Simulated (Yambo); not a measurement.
Rb₂NaAlF₆ (space group Fm-3m, No. 225), G0W0@PBEsol (Yambo, plasmon pole, terminator in G, 2×2×2 mesh): gap Γ → Γ in eV by bands and screening block.

```json
[
 {"bands (W and G)": "73", "2 Ry": "___", "3 Ry": "11.66", "5 Ry": "11.33", "6 Ry": "11.28", "8 Ry": "11.24"},
 {"bands (W and G)": "110", "2 Ry": "___", "3 Ry": "11.24", "5 Ry": "10.94", "6 Ry": "10.90", "8 Ry": "10.88"},
 {"bands (W and G)": "160", "2 Ry": "11.46", "3 Ry": "11.06", "5 Ry": "10.79", "6 Ry": "10.75", "8 Ry": "10.75"},
 {"bands (W and G)": "222", "2 Ry": "11.38", "3 Ry": "10.97", "5 Ry": "10.72", "6 Ry": "10.69", "8 Ry": "10.69"},
 {"bands (W and G)": "286", "2 Ry": "___", "3 Ry": "10.94", "5 Ry": "10.68", "6 Ry": "10.66", "8 Ry": "10.67"}
]
```

Q: Estimate the withheld gaps from their neighbours; the computed values follow.

A: 
- 73, 2 Ry: 12.06
- 110, 2 Ry: 11.63
- 286, 2 Ry: 11.36

The largest settings aren't shown to be the converged limit.

Geometry of the Materials Project entry, not relaxed at this level; primitive cell a = 5.9745 Å, b = 5.9745 Å, c = 5.9745 Å, α = 60.00°, β = 60.00°, γ = 60.00°.

The structure is a Materials Project entry; no match was found in the copy of COD used, and its stability was not checked.
